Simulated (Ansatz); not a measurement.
## Ba: the volume at rest

Ba in the bcc lattice, starting from this typed cell of 63.63 Å³ an atom.

```yaml
# lattice in Å, fractional positions
crystal:
  lattice:
    - [-2.51500, 2.51500, 2.51500]
    - [2.51500, -2.51500, 2.51500]
    - [2.51500, 2.51500, -2.51500]
  atoms:
    - { symbol: Ba, position: [0.00000, 0.00000, 0.00000] }
```

Settings of the Ansatz calculation: k mesh 8×8×8; Fermi–Dirac smearing of 0.1 eV; no spin. Cell and atoms are relaxed to zero stress with the symmetry kept and no dispersion correction.

Caveats: coarse k mesh.

Task: What volume results under PBE, and how much do the potentials matter?

Result: 
```tsv
functional	potentials	cutoff (eV)	volume (Å³/atom)	change (%)
PBE	all-electron PAW datasets (no frozen core)	240	63.27	-0.6
PBE	Ansatz hand-made PAW	300	63.27	-0.6
PBE	PseudoDojo norm-conserving	770	63.22	-0.6
PBE	Ansatz norm-conserving	770	63.28	-0.6
```
